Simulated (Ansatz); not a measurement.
A geometry of Se away from equilibrium: step 2 of the relaxation of a relaxed Se cell, doubled along one cell vector, shaken by Gaussian noise of σ = 0.08 Å a coordinate. These are PBE (plane waves to 420 eV, PAW, scalar-relativistic; Ansatz, a program for electronic structure) values and carry that method's errors. Γ-centred k-mesh 5×5×2 on the run's cell (coarser than for final values), Fermi–Dirac smearing 0.05 eV.

```xyz
8
Lattice="5.4953 0.0224 -0.0167 -2.7283 4.7741 0.0025 -0.0384 -0.0156 12.6844" Properties=species:S:1:pos:R:3:forces:R:3 pbc="T T T" free_energy=-43751.544 pressure_GPa=0.0
Se    -0.0224     3.1795     1.1283   -0.1165    0.0649   -0.2585
Se     0.0928     3.2594     7.3821   -0.2993    0.2765    0.1164
Se     0.1173     3.0576     5.2146   -0.2349    0.0801   -0.1044
Se    -0.0321     3.1641    11.6290    0.0044    0.1069    0.0842
Se     2.6984     1.7638     5.2086    0.2481   -0.1444   -0.0432
Se     2.6252     1.5929    11.5709    0.0694   -0.0401    0.2696
Se     2.7634     1.6551     1.0684    0.0400   -0.1314   -0.0994
Se     2.7426     1.5254     7.3761    0.2889   -0.2124    0.0353
```

Positions in Å, forces in eV/Å, free energy of the cell in eV (comparable only within this code, potentials and settings). Largest force: 0.42 eV/Å, on Se2 (atoms numbered as listed); the geometry lies 0.12 eV/atom above the end of its relaxation.

No spin polarisation in the result. No dispersion correction is included, so spacings between layers, chains or molecules are soft and tend to come out too large.

The end of the path is a generated cell of Se: the first start was made by a random draw of sites in a space group, and the end was not matched to a known phase here, so it may be hypothetical. Known forms of Se include space group No. 152.
